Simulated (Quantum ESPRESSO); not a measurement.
```cif
data_CaCd2P2
_chemical_formula_sum 'P2 Ca1 Cd2'
_space_group_name_H-M_alt 'P 1'
_space_group_IT_number 1
_cell_length_a 4.29231
_cell_length_b 4.29231
_cell_length_c 7.05545
_cell_angle_alpha 90.000
_cell_angle_beta 90.000
_cell_angle_gamma 120.000
loop_
_space_group_symop_operation_xyz
  'x, y, z'
loop_
_atom_site_label
_atom_site_type_symbol
_atom_site_fract_x
_atom_site_fract_y
_atom_site_fract_z
_atom_site_occupancy
P1 P 0.66667 0.33333 0.75947 1
P2 P 0.33333 0.66667 0.24053 1
Ca1 Ca 0.00000 0.00000 0.00000 1
Cd1 Cd 0.33333 0.66667 0.63811 1
Cd2 Cd 0.66667 0.33333 0.36189 1
```

The geometry is that of Materials Project entry mp-9570, symmetrised and not relaxed again.

Question: What does LDA (Quantum ESPRESSO, PseudoDojo norm-conserving, 102 Ry, scalar-relativistic) give for the electronic structure near the Fermi level?

Answer: The LDA gap is direct, 0.66 eV at Γ. Spin-orbit splittings are left out.
